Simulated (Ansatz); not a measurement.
**What DFT gives for CsGaH2**

```
Cs Ga H
1.0
     7.49056    0.00000    0.00000
     0.00000    4.50604    0.00000
     0.00000    0.00000    9.59394
Cs Ga H
4 4 8
Cartesian
  2.8674 1.1265 1.6636
  0.8779 3.3795 6.4606
  6.6127 1.1265 3.1334
  4.6232 3.3795 7.9304
  3.2696 1.1265 5.1337
  0.4757 3.3795 0.3367
  7.0149 1.1265 9.2572
  4.2209 3.3795 4.4602
  1.6696 1.1265 4.6262
  2.0756 3.3795 9.4232
  5.4149 1.1265 0.1708
  5.8209 3.3795 4.9677
  0.7820 3.3795 1.9725
  2.9633 1.1265 6.7695
  4.5273 3.3795 2.8245
  6.7085 1.1265 7.6214
```

Single point in Ansatz 0.2.0 with r2SCAN, no spin polarisation. Cutoff 500 eV, PAW datasets, 4×6×4 Γ-centred k mesh, fermi-dirac filling (width 0.0728 eV).

- Electronic structure: The gap is 1.51 eV, indirect (the least direct gap found is 1.67 eV). A semilocal functional usually gives too small a gap.
- Stress: The pressure is 1.5 GPa (compression positive), so with the atoms held at these fractions the cell would first expand.
- Contacts: Ga–H at 1.66 Å: least valence density 0.63 e/Å³ and ELF 0.48 there. Cs–H at 2.95 Å: least valence density 0.08 e/Å³ and ELF 0.06 there, a closed-shell (ionic or weak) contact. Both are smooth PAW fields, read partly inside the augmentation spheres.
- Formation energy: -0.31 eV an atom against the elements' usual phases (free molecules for gases, crystals otherwise, with no correction for O₂ or N₂), so it is bound against them; other compounds may still compete. Relaxing would lower it.

Origin: a known structure type with other elements, at an estimated volume, so it need not be a known compound.

Cost: 4.2 min on 1 thread of Arm Neoverse V2, on a shared host, peak memory 1.5 GiB (start from a saved density). The time holds forces, stress, Bader, DOS, ELF.
